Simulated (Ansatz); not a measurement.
Put YOsC4N4 in P-43m (No. 215): Y on 1b; Os on 1a; C on 4e; N on 4e. A trial structure of YOsC4N4 was built thus: two interpenetrating cyanide-bridged diamond nets.

These are results of Ansatz, DFT PBE, scalar-relativistic, plane waves, PAW, not measurements. Cutoff 420 eV, Γ-centred mesh, Gaussian smearing, collinear spin.

The zero of energy is the elements' standard structures at the same level (N₂ as a molecule); no fitted shifts are applied.

Q: Predict the relaxed structure.

A:

Space group P-43m (No. 215). a = 6.202 Å, b = 6.202 Å, c = 6.202 Å, α = 90.00°, β = 90.00°, γ = 90.00°
| atom | site | symmetry | x | y | z |
| --- | --- | --- | --- | --- | --- |
| Y | 1b | -43m | 0.5000 | 0.5000 | 0.5000 |
| Os | 1a | -43m | 0.0000 | 0.0000 | 0.0000 |
| C | 4e | .3m | 0.1809 | 0.1809 | 0.1809 |
| N | 4e | .3m | 0.2919 | 0.2919 | 0.2919 |

Y is surrounded by 4 N at 2.24 Å; around Os lie 4 C at 1.94 Å; C has 1 N at 1.19 Å and 1 Os at 1.94 Å; N has 1 C at 1.19 Å and 1 Y at 2.24 Å. Another local minimum with the same sites may exist.

Q: Where does its energy lie, and is it a metal?

A: The formation energy is +0.105 eV/atom. The gap on the 6×6×6 mesh of the 10-atom cell is 0.34 eV. The net moment per atom is 0.30 μB. The moment by site is Os 0.6 μB. The separate elements lie lower, so it is unstable against them.

The last run used collinear spin and Gaussian smearing of 0.02 eV. These runs have no spin–orbit coupling, which can matter for Os. Kohn–Sham gaps at this level usually fall short of measured ones. The reference form of C is held partly by dispersion forces, which this level lacks. Another magnetic order may lie lower. Small gaps are read on the mesh alone, and bands can cross between its points. A structure relaxed within its symmetry needn't be a true minimum. Site moments count only spheres around the atoms; the net moment includes the space between them.
